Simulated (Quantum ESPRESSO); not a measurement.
Inputs of pw.x and gipaw.x (a modified build of Quantum ESPRESSO, PBE) for NaLi3F4; the starting potential comes from an earlier run on another mesh:

```
&CONTROL
  calculation = 'scf'
  prefix = 'x'
  pseudo_dir = './pseudo'
  outdir = './out'
  tprnfor = .true.
/
&SYSTEM
  ibrav = 0
  nat = 8
  ntyp = 3
  ecutwfc = 60
  ecutrho = 240
  occupations = 'fixed'
  nbnd = 23
/
&ELECTRONS
  conv_thr = 1e-11
  startingpot = 'file'
/
ATOMIC_SPECIES
Na 22.990 Na.GGA_PBE-JTH.UPF
F 18.998 F.GGA_PBE-JTH.UPF
Li 6.940 Li.GGA_PBE-JTH.UPF
CELL_PARAMETERS angstrom
    4.267174115000     0.000000000000     0.000000000000
    0.000000000000     4.267174115000     0.000000000000
    0.000000000000     0.000000000000     4.267174115000
ATOMIC_POSITIONS crystal
Na     0.000000000000     0.000000000000     0.000000000000
F      0.500000000000     0.000000000000     0.000000000000
Li     0.000000000000     0.500000000000     0.500000000000
F      0.500000000000     0.500000000000     0.500000000000
Li     0.500000000000     0.000000000000     0.500000000000
F      0.000000000000     0.000000000000     0.500000000000
Li     0.500000000000     0.500000000000     0.000000000000
F      0.000000000000     0.500000000000     0.000000000000
K_POINTS automatic
4 4 4 1 1 1
```

```
&INPUTGIPAW
  job = 'nmr'
  prefix = 'x'
  tmp_dir = './out/'
  restart_mode = 'from_scratch'
  pawproj(1) = .true.
  pawproj(2) = .true.
  pawproj(3) = .true.
  use_nmr_macroscopic_shape = .false.
/
```

The cell was made here from a computed Materials Project entry: one of 4 Li replaced by Na, cell and atoms relaxed (PBE without dispersion, pw.x of Quantum ESPRESSO, symmetry kept). The parent is LiF in Fm-3m. The swapped cell is a model, not a known phase. Stability against distortions was not tested.

Give the final section of the GIPAW output.


```
     f-sum rule (should be   -34.2361):
           -34.2363          0.0000          0.0000
             0.0000        -34.2363          0.0000
             0.0000          0.0000        -34.2363

     Total NMR chemical shifts in ppm: ---------------------------------------
     (adopting the Simpson convention for anisotropy and asymmetry)-----------

     Atom  1  Na  pos: (  0.000000  0.000000  0.000000)  Total sigma:         509.08
           509.0755          0.0000          0.0000
            -0.0000        509.0755          0.0000
            -0.0000         -0.0000        509.0755

     Na      1    anisotropy:     -0.00    eta:    0.0000

     Atom  2  F   pos: (  0.500000  0.000000  0.000000)  Total sigma:         365.02
           375.1517          0.0000         -0.0000
             0.0000        359.9483          0.0000
            -0.0000         -0.0000        359.9483

     F       2    anisotropy:     15.20    eta:    0.0000

     Atom  3  Li  pos: (  0.000000  0.500000  0.500000)  Total sigma:          82.43
            81.9483         -0.0000         -0.0000
             0.0000         82.6639          0.0000
            -0.0000          0.0000         82.6639

     Li      3    anisotropy:     -0.72    eta:    0.0000

     Atom  4  F   pos: (  0.500000  0.500000  0.500000)  Total sigma:         369.29
           369.2874         -0.0000          0.0000
            -0.0000        369.2874          0.0000
            -0.0000         -0.0000        369.2874

     F       4    anisotropy:      0.00    eta:    0.0000

     Atom  5  Li  pos: (  0.500000  0.000000  0.500000)  Total sigma:          82.43
            82.6639          0.0000          0.0000
            -0.0000         81.9483          0.0000
             0.0000         -0.0000         82.6639

     Li      5    anisotropy:     -0.72    eta:    0.0000

     Atom  6  F   pos: (  0.000000  0.000000  0.500000)  Total sigma:         365.02
           359.9483          0.0000         -0.0000
             0.0000        359.9483          0.0000
            -0.0000         -0.0000        375.1517

     F       6    anisotropy:     15.20    eta:    0.0000

     Atom  7  Li  pos: (  0.500000  0.500000  0.000000)  Total sigma:          82.43
            82.6639         -0.0000         -0.0000
            -0.0000         82.6639          0.0000
            -0.0000         -0.0000         81.9483

     Li      7    anisotropy:     -0.72    eta:    0.0000

     Atom  8  F   pos: (  0.000000  0.500000  0.000000)  Total sigma:         365.02
           359.9483          0.0000          0.0000
            -0.0000        375.1517         -0.0000
            -0.0000         -0.0000        359.9483

     F       8    anisotropy:     15.20    eta:    0.0000
```
The printed anisotropy is 3/2 (σ_33 − σ_iso) in the program's own order; the axes are left out here. Anisotropies that symmetry doesn't fix are less certain than the isotropic values. Shieldings are absolute and leave out the bulk-susceptibility term; a larger σ means a smaller chemical shift. By our sweeps, such settings leave a few ppm in absolute σ. No d partial waves on Na: the paramagnetic term there is incompletely reconstructed. Static lattice: thermal averaging is not included.
